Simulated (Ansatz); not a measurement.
Consider the following.

RuW:
```xyz
2
Lattice="0.0000 2.5652 2.5652 2.5652 0.0000 2.5652 2.5652 2.5652 0.0000" Properties=species:S:1:pos:R:3 pbc="T T T"
Ru     0.0000     0.0000     0.0000
W      2.5652     2.5652     2.5652
```

This is the PBE-relaxed structure.

All from PBE in the plane-wave PAW code Ansatz, unless another level is named. Give the density of states at the Fermi level.

0.75 states/eV per atom (mean over ±0.08 eV).

What about the formation energy from the elements (no fitted shifts)?

0.97 eV/atom.

Space group Fm-3m (rock salt). The start of the workflow was typed in or built on a structure type; neither database checked (COD, Materials Project) lists it. Whether it is the stable phase at ambient conditions was not checked. Symmetry was held in the PBE relaxation; whether a distortion lowers the energy is not shown. No spin polarisation was allowed. The volume moved by 15 % from the start of the relaxation. Its formation energy is positive at this level, so the cell may be metastable or incomplete. The references are the lowest solids computed at this level, not always the standard phases. Spin–orbit coupling is left out wherever it is not named.

Potentials: the later of the program's two PAW sets.
